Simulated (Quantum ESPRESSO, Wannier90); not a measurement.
## CdO (rock salt), plane waves to Wannier functions

```
begin unit_cell_cart
ang
    0.0000000000    2.3609950000    2.3609950000
    2.3609950000    0.0000000000    2.3609950000
    2.3609950000    2.3609950000    0.0000000000
end unit_cell_cart
begin atoms_frac
Cd   0.0000000000  0.0000000000  0.0000000000
O    0.5000000000  0.5000000000  0.5000000000
end atoms_frac
```

Materials Project entry mp-1132; symmetrised, unrelaxed at this level. COD (Crystallography Open Database) has an entry of this formula and space group (matched by these alone). Level: PBEsol, spinors with spin-orbit coupling; pw.x of Quantum ESPRESSO at 82 Ry with PseudoDojo potentials, 8×8×8 k-points, Wannier90. Density: 12×12×12 mesh, Gaussian smearing 0.01 Ry.

A tight-binding model is made by disentanglement and projection with no localisation steps (num_iter = 0), so the 16 orbitals stay atom-like: hydrogen-like Cd: s;p; O: s;p, axes along x, y, z; frozen window up to 3.00 eV relative to the Fermi level. It follows pw.x to 3.2 meV rms for states up to 1.0 eV relative to the Fermi level. Matrix elements depend on this choice of orbitals and windows. Bands 11–20 (Cd 4d 92 %, O 2p 6 %) lie between the kept ones and are excluded.

Problem. What are the on-site energies relative to the Fermi level, and how fast do the hoppings decay?

Solution. 
```json
[
 {"atom": "Cd1", "orbitals": "s↑ s↓", "energy (eV)": "4.05"},
 {"atom": "Cd1", "orbitals": "pz↑ pz↓ px↑ px↓ py↑ py↓", "energy (eV)": "11.26"},
 {"atom": "O2", "orbitals": "s↑ s↓", "energy (eV)": "-16.34"},
 {"atom": "O2", "orbitals": "pz↑ pz↓ px↑ px↓ py↑ py↓", "energy (eV)": "-1.12"}
]
```

| distance of the centres (Å) | largest modulus (eV) |
|---|---|
| 2–3 | 1.8 |
| 3–4 | 0.72 |
| 4–5 | 0.51 |
| 5–6 | 0.053 |
| 6–7 | 0.011 |
| 7–8 | 0.024 |
| 8–9 | 0.0038 |
| 9–10 | 0.010 |

Effective spin-orbit constants λ of λ L·S, from the same-site elements px↑–py↑ (λ/2) and dx2-y2↑–dxy↑ (λ), where they are among the larger elements: Cd1 p 0.42 eV.
